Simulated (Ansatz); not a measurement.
Relaxation of a relaxed HfO2 cell stretched uniformly to 150 % of its volume; 6 atoms in the cell, which starts as P4₂/nmc, origin choice 1 (No. 137), tP6; a = b = 4.095 Å, c = 5.957 Å, α = β = γ = 90.00°. These are r2SCAN (plane waves to 500 eV, PAW, scalar-relativistic; Ansatz, an electronic-structure program) values and carry that method's errors. Γ-centred k-mesh 6×6×4 on the run's cell (coarser than for final values), Fermi–Dirac smearing 0.05 eV. This is the first round of the run. 

The optimiser's lines from the output (shortened; P is positive under compression):

```
relax step   1: F+E_penalty+E_count = -33747.37167038 eV  Δ(F+E_penalty+E_count) = +0.000e0 eV  max|allowed force component| = 1.336e0 eV/Å  Δτ_max = 0.0000 Å  P = -44.986 GPa  Ω = 99.868 Å³  (10 SCF iters, dr2 threshold 1.00e-7 eV, accepted)
relax step   2: F+E_penalty+E_count = -33751.11755368 eV  Δ(F+E_penalty+E_count) = -3.746e0 eV  max|allowed force component| = 1.039e0 eV/Å  Δτ_max = 0.0370 Å  P = -38.576 GPa  Ω = 86.511 Å³  (9 SCF iters, dr2 threshold 6.00e-7 eV, accepted)
relax step   3: F+E_penalty+E_count = -33753.52660732 eV  Δ(F+E_penalty+E_count) = -2.409e0 eV  max|allowed force component| = 3.425e-1 eV/Å  Δτ_max = 0.0400 Å  P = -20.238 GPa  Ω = 74.705 Å³  (9 SCF iters, dr2 threshold 6.00e-7 eV, accepted)
relax step   4: F+E_penalty+E_count = -33753.89023556 eV  Δ(F+E_penalty+E_count) = -3.636e-1 eV  max|allowed force component| = 5.283e-1 eV/Å  Δτ_max = 0.0252 Å  P = +14.144 GPa  Ω = 64.091 Å³  (8 SCF iters, dr2 threshold 6.00e-7 eV, accepted)
relax step   5: F+E_penalty+E_count = -33753.95202019 eV  Δ(F+E_penalty+E_count) = -6.178e-2 eV  max|allowed force component| = 3.078e-1 eV/Å  Δτ_max = 0.2000 Å  P = -1.507 GPa  Ω = 65.592 Å³  (8 SCF iters, dr2 threshold 6.00e-7 eV, accepted)
relax step   6: F+E_penalty+E_count = -33754.03659536 eV  Δ(F+E_penalty+E_count) = -8.458e-2 eV  max|allowed force component| = 3.888e-3 eV/Å  Δτ_max = 0.1338 Å  P = -0.419 GPa  Ω = 66.434 Å³  (8 SCF iters, dr2 threshold 6.00e-7 eV, accepted)
relax step   7: F+E_penalty+E_count = -33754.04668661 eV  Δ(F+E_penalty+E_count) = -1.009e-2 eV  max|allowed force component| = 5.513e-3 eV/Å  Δτ_max = 0.0126 Å  P = +0.068 GPa  Ω = 66.536 Å³  (6 SCF iters, dr2 threshold 6.00e-7 eV, accepted)
relax step   8: F+E_penalty+E_count = -33754.04669391 eV  Δ(F+E_penalty+E_count) = -7.295e-6 eV  max|allowed force component| = 2.323e-4 eV/Å  Δτ_max = 0.0017 Å  P = -0.002 GPa  Ω = 66.574 Å³  (5 SCF iters, dr2 threshold 2.31e-8 eV, accepted)
relax step   9: F+E_penalty+E_count = -33754.03006673 eV  Δ(F+E_penalty+E_count) = +1.663e-2 eV  max|allowed force component| = 7.232e-5 eV/Å  Δτ_max = 0.0000 Å  P = +0.013 GPa  Ω = 66.574 Å³  stress off target by 1.45e-2 GPa  SCF on the basis re-selected at this cell (its energy is not comparable with the rows above)  (9 SCF iters)
```

From the first to the last row the energy changes by -1.11 eV/atom and the volume by -33.3 %. The last row is marked as not comparable with the walk above it, whose basis was carried along; it does compare with step 1, since both stand on a basis selected at the nominal cutoff for their own cell.

Later rounds, restarted from the end of this one on a renewed k-mesh, logged 4 more steps and released under 1 meV/atom more. The final structure after all rounds: P4₂/nmc, origin choice 1 (No. 137), tP6; a = b = 3.577 Å, c = 5.203 Å, α = β = γ = 90.00°. Between re-selections the logged energies stand on a plane-wave basis carried along with the cell. No spin polarisation in the result.

The run could not lose the symmetry of its start.
